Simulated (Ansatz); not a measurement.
(CH3)2S on a (100) slab of Ta (Im-3m (No. 229)), 4 planes, outer planes Ta (top) and Ta (bottom), 1 a cell of 43.2 Å², relaxed and still whole (its atoms last):

```yaml
crystal:
  lattice:
    - [6.56989, 0.00000, 0.00000]
    - [0.00000, 6.56989, 0.00000]
    - [0.00000, 0.00000, 24.74342]
  atoms:
    - { symbol: Ta, position: [0.25000, 0.75000, 0.32332] }
    - { symbol: Ta, position: [0.25000, 0.25000, 0.32332] }
    - { symbol: Ta, position: [0.75000, 0.75000, 0.32332] }
    - { symbol: Ta, position: [0.75000, 0.25000, 0.32332] }
    - { symbol: Ta, position: [0.50000, 0.50000, 0.38970] }
    - { symbol: Ta, position: [0.50000, 0.00000, 0.38970] }
    - { symbol: Ta, position: [0.00000, 0.50000, 0.38970] }
    - { symbol: Ta, position: [0.00000, 0.00000, 0.38970] }
    - { symbol: Ta, position: [0.74697, 0.24699, 0.45643] }
    - { symbol: Ta, position: [0.74984, 0.75359, 0.45619] }
    - { symbol: Ta, position: [0.25361, 0.25002, 0.45608] }
    - { symbol: Ta, position: [0.24795, 0.74790, 0.45543] }
    - { symbol: Ta, position: [0.01457, 0.01070, 0.51774] }
    - { symbol: Ta, position: [0.99526, 0.49486, 0.51625] }
    - { symbol: Ta, position: [0.47847, 0.97932, 0.52320] }
    - { symbol: Ta, position: [0.51049, 0.51372, 0.51770] }
    - { symbol: C, position: [0.73877, 0.94359, 0.64974] }
    - { symbol: S, position: [0.47666, 0.97129, 0.62545] }
    - { symbol: C, position: [0.43631, 0.22981, 0.65119] }
    - { symbol: H, position: [0.74190, 0.95472, 0.69404] }
    - { symbol: H, position: [0.79133, 0.79393, 0.63614] }
    - { symbol: H, position: [0.83347, 0.06350, 0.63131] }
    - { symbol: H, position: [0.44977, 0.23040, 0.69545] }
    - { symbol: H, position: [0.28333, 0.27512, 0.63842] }
    - { symbol: H, position: [0.54962, 0.33237, 0.63282] }
```

Method: DFT PBE+D3(BJ), scalar-relativistic, plane waves, PAW in Ansatz 0.2.0. Plane waves to 420 eV, a k mesh through Γ of 3×3×1 on the computed 25-atom cell and Gaussian smearing (0.10 eV); no spin polarisation. The cell repeats along c with a dipole correction in the vacuum.

It binds with 1.50 eV a molecule against the clean slab and the free molecule (no zero-point or thermal terms); its shortest contact is S–Ta 2.53 Å. Take first-order desorption with no barrier to adsorption, no reaction on the face and an assumed prefactor of 10^13 s⁻¹.

**Question.** How long does a molecule stay at 300 K?

**Answer.** τ = ν⁻¹·exp(E/k_BT) with k_BT = 0.0259 eV: E/k_BT = 58.0, so τ ≈ 2×10^12 s. It doesn't desorb at this temperature.

**Question.** Where does its peak lie in a desorption experiment heated at 1 K/s?

**Answer.** The peak obeys E/(k_B·T_p²) = (ν/β)·exp(−E/k_BT_p). Solving gives T_p ≈ 532 K (E/k_BT_p = 32.7). An error of 0.1 eV in E moves it by about 35 K, and larger molecules have larger prefactors, which lowers it.

**Question.** Is this physisorption or chemisorption?

**Answer.** The tightest contact, S–Ta 2.53 Å, is 0.92 times the sum of covalent radii, and deformation and lateral interaction add up to +0.08 eV. This is chemisorption.

The molecule may also break up before it leaves, which wasn't tried.